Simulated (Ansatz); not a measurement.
An Ansatz (a quantum-chemistry and plane-wave program) run. Input:

Ansatz 0.2 input:
```yaml
crystal:
  lattice:
    - [0.0, 2.864034597, 2.864034597]
    - [2.864034597, 0.0, 2.864034597]
    - [2.864034597, 2.864034597, 0.0]
  atoms:
    - { symbol: Al, position: [0.0, 0.0, 0.0] }
    - { symbol: As, position: [0.25, 0.25, 0.25] }
kpoints:
  mp_grid: { grid: [7, 7, 7] }
  band_path:
    path:
      - [[0.0, 0.0, 0.0], [0.5, 0.0, 0.5], [0.625, 0.25, 0.625]]  # Γ-X-U
      - [[0.375, 0.375, 0.75], [0.0, 0.0, 0.0], [0.5, 0.5, 0.5], [0.5, 0.25, 0.75], [0.5, 0.0, 0.5]]  # K-Γ-L-W-X
      - [VBM, CBM]
    npoints: 12
basis: { xc_grid: 2 }
hamiltonian:
  xc: pbe
  pseudopotentials: { azcp: { folder: ./paw }, kind: paw_fr }
magnetization: { noncollinear: true, spin_orbit: true }
scf:
  n_extra_bands: 12
  convergence: { dr2_threshold: 0.0000000001 }
  occupations: { method: gaussian, width: 0.01 }
checkpoint: { write: soc.run }
output: { eigenvalues: true }
```

Output (shortened):

```
Pseudopotential: Al, paw, valence charge 3
Pseudopotential: As, paw, valence charge 15
Functional definition: PBE
non-collinear run that drives no moment, with spin-orbit …
Crystal: 2 atoms, lattice volume = 46.986 Å³
Basis set: ecut = 420 eV, 941 PW (Γ), exchange–correlation on 60×60×60 points (8 copies of the dense FFT grid, shifted against one another)
Bands: 30, of which v1, the nominal top of the filled ones, is band 18 counted from 1 (17 counted from 0)
Symmetry: 24 space group operations + 24 with time reversal
k-points: 20 of 343 (time reversal used)
Projection manifold: j_resolved (fully-relativistic pseudo-atomic orbitals)
SCF iter   1: F=—  HF=-5394.868327 eV  |F-HF|=—  |Δ(HF+E_count)|=         —  Δρ=3.50e-2  dr2=6.50e-1  dr2_m=0.00e0 (ungated)  ethr=3.10e-3  |M|=0.00e0 ∫|m|=0.00e0 μB  |m|>n=0.0e0 m-floor=0.0e0 τ_xc=0.0e0  β_m=0.30  ⟨swp⟩=6.9  Hψ=3714  notcnv=0  defer=26
preconditioner: auto → none
SCF iter   2: F=—  HF=-5394.780573 eV  |F-HF|=—  |Δ(HF+E_count)|=   8.78e-2  Δρ=2.32e-2  dr2=2.34e-1  dr2_m=0.00e0 (ungated)  ethr=3.10e-3  |M|=0.00e0 ∫|m|=0.00e0 μB  |m|>n=0.0e0 m-floor=0.0e0 τ_xc=0.0e0  β_m=0.51  ⟨swp⟩=2.0  Hψ=886  notcnv=0  defer=110
SCF iter   3: F=—  HF=-5394.748555 eV  |F-HF|=—  |Δ(HF+E_count)|=   3.20e-2  Δρ=4.78e-3  dr2=8.36e-3  dr2_m=0.00e0 (ungated)  ethr=1.30e-3  |M|=0.00e0 ∫|m|=0.00e0 μB  |m|>n=0.0e0 m-floor=0.0e0 τ_xc=0.0e0  β_m=0.53  ⟨swp⟩=2.0  Hψ=624  notcnv=0  defer=112
SCF iter   4: F=—  HF=-5394.748003 eV  |F-HF|=—  |Δ(HF+E_count)|=   5.52e-4  Δρ=1.05e-3  dr2=2.76e-4  dr2_m=0.00e0 (ungated)  ethr=4.64e-5  |M|=0.00e0 ∫|m|=0.00e0 μB  |m|>n=0.0e0 m-floor=0.0e0 τ_xc=0.0e0  β_m=0.57  ⟨swp⟩=2.7  Hψ=966  notcnv=0  defer=112
SCF iter   5: F=—  HF=-5394.748042 eV  |F-HF|=—  |Δ(HF+E_count)|=   3.88e-5  Δρ=2.67e-4  dr2=1.43e-5  dr2_m=0.00e0 (ungated)  ethr=1.54e-6  |M|=0.00e0 ∫|m|=0.00e0 μB  |m|>n=0.0e0 m-floor=0.0e0 τ_xc=0.0e0  β_m=0.68  ⟨swp⟩=2.0  Hψ=736  notcnv=0  defer=112
SCF iter   6: F=—  HF=-5394.748053 eV  |F-HF|=—  |Δ(HF+E_count)|=   1.07e-5  Δρ=3.44e-5  dr2=2.73e-7  dr2_m=0.00e0 (ungated)  ethr=7.94e-8  |M|=0.00e0 ∫|m|=0.00e0 μB  |m|>n=0.0e0 m-floor=0.0e0 τ_xc=0.0e0  β_m=0.82  ⟨swp⟩=2.0  Hψ=598  notcnv=0  defer=112
SCF iter   7: F=—  HF=-5394.748053 eV  |F-HF|=—  |Δ(HF+E_count)|=   6.79e-7  Δρ=2.08e-6  dr2=2.22e-9  dr2_m=0.00e0 (ungated)  ethr=1.51e-9  |M|=0.00e0 ∫|m|=0.00e0 μB  |m|>n=0.0e0 m-floor=0.0e0 τ_xc=0.0e0  β_m=0.91  ⟨swp⟩=2.0  Hψ=692  notcnv=0  defer=112
SCF iter   8: F=-5394.748053 eV  HF=-5394.748053 eV  |F-HF|=2.73e-12  |Δ(HF+E_count)|=   1.71e-9  Δρ=2.22e-7  dr2=2.61e-11  dr2_m=0.00e0 (ungated)  ethr=1.00e-12  |M|=0.00e0 ∫|m|=0.00e0 μB  |m|>n=0.0e0 m-floor=0.0e0 τ_xc=0.0e0  ⟨swp⟩=8.4  Hψ=2546  notcnv=0
SCF 1 converged in 8 iterations: F = -5394.748053 eV  dr2 = 2.61e-11
NSCF: frozen V_eff on 16 k-points
NSCF: frozen V_eff on 16 k-points
NSCF: frozen V_eff on 16 k-points
NSCF: frozen V_eff on 13 k-points
NSCF: frozen V_eff on 5 k-points
NSCF: frozen V_eff on 5 k-points
NSCF: frozen V_eff on 5 k-points
NSCF: frozen V_eff on 5 k-points
NSCF: frozen V_eff on 5 k-points
NSCF: frozen V_eff on 87 k-points
SCF converged after 8 iterations
Magnetization: |M| = 0.0000 μB,  M = (+0.0000, +0.0000, +0.0000) μB
Absolute magnetization: 0.0000 μB (∫|m|)
  site 0: m = (+0.0000, +0.0000, +0.0000) μB, |m| = 0.0000 μB  (R = 1.02 Å)
  site 1: m = (+0.0000, +0.0000, +0.0000) μB, |m| = 0.0000 μB  (R = 1.02 Å)
Free energy (F): -5394.748053 eV
Harris-Foulkes:  -5394.748053 eV  (|F-HF|=2.73e-12)
Internal energy: -5394.748053 eV  (E = F + TS)
E sigma→0 (E₀):  -5394.748053 eV
Fermi energy:    6.589607 eV
--- Per-component energies (eV) ---
  E_band       = -276.952167
  E_kinetic    = 119.993994
  E_local      = -2407.472669  (includes V_loc(G=0)·N_el)
  E_nonlocal   = -382.975083
  E_hartree    = 1306.236497
  E_xc         = -107.891176
  E_vxc        = -102.653806  (∫ρ·V_xc dr)
  E_paw        = -2483.406445  (= ΣΔE_a)
  E_vpaw       = -116.317403  (= ΣTr[D̂ρ^β])
  E_aug_tail   = -0.000006  (compensation charges beyond the density's cutoff)
  E_ewald      = -1439.233166
  E_smearing   =  0.000000  (= −TS)
  E_closure    = 0.000000  (closes the sum)
  Σ components = -5394.748053   (vs F -5394.748053, Δ=0.00e0)
  [band-id]    e_kinetic+e_local+e_nonlocal+2·e_hartree+e_vxc+e_vpaw+e_augmentation_tail = -276.951977   (vs E_band -276.952167, Δ=1.90e-4)
--- Band table (eV; the first three rows and the last of 20) ---
  k-point 0: bands = ["-29.0623", "-29.0623", "-29.0623", "-29.0623", "-28.3391", "-28.3391", "-28.3335", "-28.3335", "-28.3335", "-28.3335", "-5.9268", "-5.9268", "5.5404", "5.5404", "5.8350", "5.8350", "5.8350", "5.8350", "7.5182", "7.5182", "9.9574", …
  k-point 1: bands = ["-29.0622", "-29.0622", "-29.0621", "-29.0621", "-28.3389", "-28.3389", "-28.3335", "-28.3335", "-28.3333", "-28.3333", "-5.7377", "-5.7377", "4.0296", "4.0296", "5.4534", "5.4534", "5.6354", "5.6356", "8.3689", "8.3689", "10.3001", …
  k-point 2: bands = ["-29.0622", "-29.0621", "-29.0619", "-29.0619", "-28.3387", "-28.3387", "-28.3335", "-28.3335", "-28.3330", "-28.3330", "-5.2323", "-5.2323", "1.9341", "1.9341", "5.1056", "5.1056", "5.2814", "5.2816", "8.1076", "8.1076", "10.5889", …
  k-point 19: bands = ["-29.0619", "-29.0618", "-29.0617", "-29.0615", "-28.3383", "-28.3381", "-28.3332", "-28.3331", "-28.3329", "-28.3329", "-4.0996", "-4.0981", "0.7216", "0.7898", "2.4509", "2.5537", "3.5055", "3.5483", "9.2146", "9.2524", "11.1488", …
```

Cost: very roughly 29 core-seconds on shared cores.

Space group F-43m (zinc blende). The PBE relaxation kept the symmetry of its start.

Potentials: the earlier of the program's two PAW sets.

Ansatz is a plane-wave DFT program.
